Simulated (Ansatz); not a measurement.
Given:

Si:
```cif
data_Si2
_chemical_formula_sum 'Si2'
_space_group_name_H-M_alt 'P 1'
_space_group_IT_number 1
_cell_length_a 3.81962
_cell_length_b 3.81962
_cell_length_c 3.81962
_cell_angle_alpha 60.000
_cell_angle_beta 60.000
_cell_angle_gamma 60.000
loop_
_space_group_symop_operation_xyz
  'x, y, z'
loop_
_atom_site_label
_atom_site_type_symbol
_atom_site_fract_x
_atom_site_fract_y
_atom_site_fract_z
_atom_site_occupancy
Si1 Si 0.50000 0.50000 0.50000 1
Si2 Si 0.75000 0.75000 0.75000 1
```

This is the LDA-relaxed structure.

Question: All from the program Ansatz at the LDA level (PAW), unless another level is named. Predict the band gap.

Answer: 0.44 eV (indirect).

Question: Next, the smallest direct gap on the standard path?

Answer: 2.53 eV.

Question: Give the conduction-band minimum.

Answer: on the Γ–X line, 84 % of the way from Γ (6 equivalent valleys).

Question: Predict the valence-band maximum.

Answer: at Γ.

Space group Fd-3m (diamond). The LDA relaxation kept the symmetry of its start.

Potentials: the earlier of the program's two PAW sets. The files were generated under PBE; for other functionals the program regenerates the frozen cores, and for LDA and PBEsol the local potential too.
